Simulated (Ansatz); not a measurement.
CuPdO$_{2}$ in space group Pmna (No. 53; Cu on 2b, Pd on 2d, O on 4g), the program Ansatz at the PBE level (PAW), all energies at zero smearing, with the estimated change up to a 700 eV cutoff added, with one set of potentials and settings (totals compare only within such a set). Cell of 8 atoms (2 Cu, 2 Pd, 4 O): -29460.231 eV.

| element | reference phase | E (eV/atom) |
|---|---|---|
| Cu | Fm-3m, 1 atoms in the cell | -6625.1757 |
| Pd | Fm-3m, 1 atoms in the cell | -6972.8544 |
| O | C2/m, 4 atoms in the cell, spin-polarised | -565.0000 |

Formation energy per atom, worked out: (-29460.231 − 2×(-6625.1757) − 2×(-6972.8544) − 4×(-565.0000))/8 = -0.521 eV/atom (-50 kJ per mol of atoms), at 0 K, without zero-point energy or fitted corrections.

The first step of the workflow began from a Materials Project structure, measured or hypothetical; the Crystallography Open Database copy checked does not list it. With Cu and Pd taken as one species the cell has the higher symmetry P4_2/mmc, so it may be an ordered model of a mixed-site phase. Whether it is the stable phase at ambient conditions was not checked. Symmetry was held in the PBE relaxation, as lowered by the spin order; its stability against distortions is not shown here. Magnetic state: antiferromagnetic, the only order run, not a proven ground state. No Hubbard U is applied. The references are the lowest solids computed at this level, not always the standard phases (solids in place of the gases).

Potentials: the later of the program's two PAW sets.
